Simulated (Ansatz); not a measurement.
AgCl:
```yaml
crystal:
  lattice:
    - [0.00000, 2.80575, 2.80575]
    - [2.80575, 0.00000, 2.80575]
    - [2.80575, 2.80575, 0.00000]
  atoms:
    - { symbol: Ag, position: [0.50000, 0.50000, 0.50000] }
    - { symbol: Cl, position: [0.00000, 0.00000, 0.00000] }
```

Cartesian axes are those of the cell as given.

Task: Give the high-frequency dielectric tensor and the Born effective charge tensors of the independent atoms from DFPT, the program Ansatz at the PBE level (PAW).

Result: 
ε∞:
```
4.98  0.00  0.00
0.00  4.98  0.00
0.00  0.00  4.98
```
Z* of atom 1 (Ag), rows: field, columns: displacement, in e:
```
1.46  0.00  0.00
0.00  1.46  0.00
0.00  0.00  1.46
```
Z* of atom 2 (Cl), rows: field, columns: displacement, in e:
```
-1.46   0.00   0.00
 0.00  -1.46   0.00
 0.00   0.00  -1.46
```

Static charges for comparison (Bader): Ag1 +0.58, Cl2 -0.58 e. Born charges measure polarisation by displacement and can exceed these by far.

Space group Fm-3m (rock salt). The cell was relaxed with PBE under the symmetry of its start; phonons on a q-mesh show no instability. The run is not spin-polarised. Spin–orbit coupling is left out wherever it is not named.

Potentials: the later of the program's two PAW sets.
